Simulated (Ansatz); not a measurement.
## Cd$_{3}$SeS$_{2}$ (I-4m2) at 2 levels of theory

One geometry, relaxed with PBE; plane waves with PAW potentials in Ansatz, scalar-relativistic. No spin polarisation. Gaps are the least over mesh and band path; pressure is positive in compression.

```
Cd Se S
1.0
    -2.12758    2.12758    9.01573
     2.12758   -2.12758    9.01573
     2.12758    2.12758   -9.01573
Cd Se S
3 1 2
Direct
  0.83888 0.83888 0.00000
  0.50000 0.50000 0.00000
  0.16112 0.16112 0.00000
  0.25000 0.75000 0.50000
  0.58045 0.08045 0.50000
  0.91955 0.41955 0.50000
```

```
level  cutoff (eV)    k mesh  gap (eV)  pressure (GPa)
  PBE          420  10×10×10      0.80             0.0
```

What comes out on the same cell with PBEsol?

| level | cutoff (eV) | k mesh | gap (eV) | pressure (GPa) |
| --- | --- | --- | --- | --- |
| PBEsol | 420 | 10×10×10 | 0.67 | -2.7 |

It was reached by relaxing an invented guess, and it needn't be the stable form of this composition.
